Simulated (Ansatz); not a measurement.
A plane-wave DFT run in Ansatz 0.2.0 (scalar-relativistic PAW potentials unless the input names others): input and command.

```yaml
crystal:
  lattice:
    - [5.1323356086, 0.0, 0.0]
    - [0.0, 5.1323356086, 0.0]
    - [0.0, 0.0, 3.4768960797]
  atoms:
    - { symbol: Pb, position: [0.0, 0.0, 0.0] }
    - { symbol: Pb, position: [0.5, 0.5, 0.5] }
    - { symbol: O, position: [0.3079753867, 0.3079753867, 0.0] }
    - { symbol: O, position: [0.1920246133, 0.8079753867, 0.5] }
    - { symbol: O, position: [0.6920246133, 0.6920246133, 0.0] }
    - { symbol: O, position: [0.8079753867, 0.1920246133, 0.5] }
basis:
  ecutwfc: 420
  xc_grid: 2
kpoints:
  mp_grid: { grid: [8, 8, 10] }
hamiltonian:
  xc: pbe
scf:
  occupations: { method: gaussian, width: 0.1 }
  lower_state_search: light
output:
  forces: true
  eigenvalues: true
  stress: true
relax:
  adjacent_minimum: "off"
  f_tol: 0.01
  max_steps: 30
  cell: { stress_tol: 0.1, fix: [volume] }
```

```bash
ansatz run input.yaml --threads 1 --pin off --max-ram 2560MiB --backend cpu --events-out ev --progress --plain --runs-dir out
```

Abridged log:
```
Basis set: ecut = 420 eV, 1787 PW (Γ), exchange–correlation on 72×72×48 points (8 copies of the dense FFT grid, shifted against one another)
Bands: 32, of which v1, the nominal top of the filled ones, is band 26 counted from 1 (25 counted from 0)
Symmetry: 16 space group operations
k-points: 90 of 640
SCF iter   1: F=—  HF=-26077.430404 eV  |F-HF|=—  |Δ(HF+E_count)|=         —  Δρ=3.80e-3  dr2=1.03e-2  ethr=1.77e-3  ⟨swp⟩=6.2  Hψ=12810  notcnv=0  defer=2
SCF iter   2: F=—  HF=-26077.435795 eV  |F-HF|=—  |Δ(HF+E_count)|=   5.39e-3  Δρ=4.74e-3  dr2=1.62e-2  ethr=1.98e-5  ⟨swp⟩=2.2  Hψ=6273  notcnv=0  defer=86
SCF iter   3: F=—  HF=-26077.431553 eV  |F-HF|=—  |Δ(HF+E_count)|=   4.24e-3  Δρ=8.41e-4  dr2=5.48e-4  ethr=1.98e-5  ⟨swp⟩=2.2  Hψ=5090  notcnv=0  defer=86
SCF iter   4: F=—  HF=-26077.431405 eV  |F-HF|=—  |Δ(HF+E_count)|=   1.48e-4  Δρ=8.86e-5  dr2=6.02e-6  ethr=1.05e-6  ⟨swp⟩=3.0  Hψ=5691  notcnv=0  defer=86
SCF iter   5: F=—  HF=-26077.431168 eV  |F-HF|=—  |Δ(HF+E_count)|=   2.37e-4  Δρ=1.54e-5  dr2=2.42e-7  ethr=1.16e-8  ⟨swp⟩=2.0  Hψ=5075  notcnv=0  defer=86
SCF iter   6: F=-26077.431168 eV  HF=-26077.431168 eV  |F-HF|=1.79e-9  |Δ(HF+E_count)|=   5.29e-8  Δρ=2.02e-6  dr2=2.91e-9  ethr=1.92e-10  ⟨swp⟩=10.2  Hψ=14641  notcnv=0
SCF 1 converged in 6 iterations: F = -26077.431168 eV  dr2 = 2.91e-9
relax step   1: F+E_penalty+E_count = -26077.43116762 eV  Δ(F+E_penalty+E_count) = +0.000e0 eV  max|allowed force component| = 4.734e-2 eV/Å  Δτ_max = 0.0000 Å  P = -3.290 GPa  Ω = 91.584 Å³  fix = [volume]  reactions: volume -3.290 GPa (6 SCF iters, dr2 threshold 1.00e-7 eV, accepted)
Basis set: ecut = 420 eV, 1819 PW (Γ), exchange–correlation on 72×72×48 points (8 copies of the dense FFT grid, shifted against one another)
Initial density: handed on by an earlier stage of this run
Initial wavefunctions: those handed on with the density
SCF iter   1: F=—  HF=-26077.433224 eV  |F-HF|=—  |Δ(HF+E_count)|=         —  Δρ=5.95e-4  dr2=1.28e-4  ethr=3.58e-7  ⟨swp⟩=3.2  Hψ=16859  notcnv=0
SCF iter   2: F=—  HF=-26077.432968 eV  |F-HF|=—  |Δ(HF+E_count)|=   2.56e-4  Δρ=2.85e-4  dr2=2.48e-5  ethr=2.46e-7  ⟨swp⟩=2.1  Hψ=3727  notcnv=0
   ...
SCF iter   4: F=—  HF=-26077.434142 eV  |F-HF|=—  |Δ(HF+E_count)|=   9.94e-7  Δρ=5.29e-5  dr2=2.25e-6  ethr=2.16e-8  ⟨swp⟩=2.0  Hψ=4222  notcnv=0
SCF iter   5: F=—  HF=-26077.434143 eV  |F-HF|=—  |Δ(HF+E_count)|=   2.39e-7  Δρ=1.42e-5  dr2=2.64e-7  ethr=4.32e-9  ⟨swp⟩=2.4  Hψ=4680  notcnv=0
SCF iter   6: F=-26077.434143 eV  HF=-26077.434143 eV  |F-HF|=1.43e-9  |Δ(HF+E_count)|=   1.01e-7  Δρ=7.53e-6  dr2=4.37e-8  ethr=4.28e-10  ⟨swp⟩=6.5  Hψ=12784  notcnv=0
SCF 4 converged in 6 iterations: F = -26077.434143 eV  dr2 = 4.37e-8
relax step   4: F+E_penalty+E_count = -26077.43414265 eV  Δ(F+E_penalty+E_count) = -1.148e-3 eV  max|allowed force component| = 1.404e-3 eV/Å  Δτ_max = 0.0069 Å  P = -2.914 GPa  Ω = 91.584 Å³  energy of the carried Pulay correction = -2.606e-16 eV  fix = [volume]  reactions: volume -2.914 GPa (6 SCF iters, dr2 threshold 2.23e-7 eV, accepted)
Initial wavefunctions: pseudopotential atomic-orbital guess (no wavefunctions were taken with the density)
SCF iter   1: F=—  HF=-26077.434923 eV  |F-HF|=—  |Δ(HF+E_count)|=         —  Δρ=7.11e-5  dr2=3.89e-7  ethr=4.96e-8  ⟨swp⟩=4.3  Hψ=22048  notcnv=0
SCF iter   2: F=—  HF=-26077.434732 eV  |F-HF|=—  |Δ(HF+E_count)|=   1.91e-4  Δρ=3.64e-5  dr2=9.82e-8  ethr=7.49e-10  ⟨swp⟩=2.2  Hψ=5109  notcnv=0
SCF iter   3: F=—  HF=-26077.434744 eV  |F-HF|=—  |Δ(HF+E_count)|=   1.20e-5  Δρ=5.59e-6  dr2=9.84e-9  ethr=1.89e-10  ⟨swp⟩=2.0  Hψ=5224  notcnv=0
SCF iter   4: F=—  HF=-26077.434745 eV  |F-HF|=—  |Δ(HF+E_count)|=   1.24e-7  Δρ=1.04e-6  dr2=1.14e-9  ethr=1.89e-11  ⟨swp⟩=2.2  Hψ=4236  notcnv=0
SCF iter   5: F=-26077.434745 eV  HF=-26077.434745 eV  |F-HF|=1.56e-10  |Δ(HF+E_count)|=   4.23e-9  Δρ=3.41e-7  dr2=1.65e-10  ethr=1.00e-12  ⟨swp⟩=7.4  Hψ=13783  notcnv=0
SCF 5 converged in 5 iterations: F = -26077.434745 eV  dr2 = 1.65e-10
SCF converged after 5 iterations
Free energy (F): -26077.434745 eV
Harris-Foulkes:  -26077.434745 eV  (|F-HF|=1.56e-10)
Internal energy: -26077.431180 eV  (E = F + TS)
E sigma→0 (E₀):  -26077.432962 eV
Entropy (-TS):   -0.003564 eV (-0.594 meV/atom)
Fermi energy:    6.887944 eV
--- Forces (eV/Å), atoms counted from 1 ---
  atom   1  Pb     0.00000000     0.00000000     0.00000000
  atom   2  Pb     0.00000000     0.00000000     0.00000000
  atom   3  O      0.00152905     0.00152905     0.00000000
  atom   4  O     -0.00152905     0.00152905     0.00000000
  atom   5  O     -0.00152905    -0.00152905     0.00000000
  atom   6  O      0.00152905    -0.00152905     0.00000000
--- Stress (GPa, compression-positive) ---
       -2.863232       0.000000       0.000000
        0.000000      -2.863232       0.000000
        0.000000       0.000000      -2.988854
  P = ⅓ Tr σ = -2.9051 GPa (-29.051 kbar)
--- Relaxed structure (4 steps of the walk, 4 accepted, 1 SCFs on fresh bases) ---
  F+E_penalty+E_count = -26077.43474451 eV   max|allowed force component| = 1.529e-3 eV/Å   (the final SCF, on the basis selected at the relaxed cell)
  cell:  # Å, volume = 91.5845 Å³
    - [5.15177044, 0.0, 0.0]
    - [0.0, 5.15177044, 0.0]
    - [0.0, 0.0, 3.45071267]
  atoms:
    - { symbol: Pb, position: [0.0, 0.0, 0.0] }
    - { symbol: Pb, position: [0.5, 0.5, 0.5] }
    - { symbol: O, position: [0.30878571, 0.30878571, 0.0] }
    - { symbol: O, position: [0.19121428, 0.80878571, 0.5] }
    - { symbol: O, position: [0.69121428, 0.69121428, 0.0] }
    - { symbol: O, position: [0.80878571, 0.19121428, 0.5] }
```

Apart from outputs and empty bands, the input differs from a reference run on usual settings in scf.lower_state_search: not typed → "light"; basis.xc_grid: not typed → 2. The reference, at the same start, ended its own course with pressure -2.91 GPa, largest force 0.002 eV/Å, no gap on the mesh. This run converged in 27 SCF iterations over all its steps (reference: 27) with an energy at zero smearing within 0.01 meV/atom of the reference's, pressure -2.91 GPa, largest force 0.002 eV/Å, no gap on the mesh.

Time: 36 s on 1 thread of Intel(R) Xeon(R) 6975P-C (Granite Rapids), with other jobs on the host, peak memory 0.54 GiB.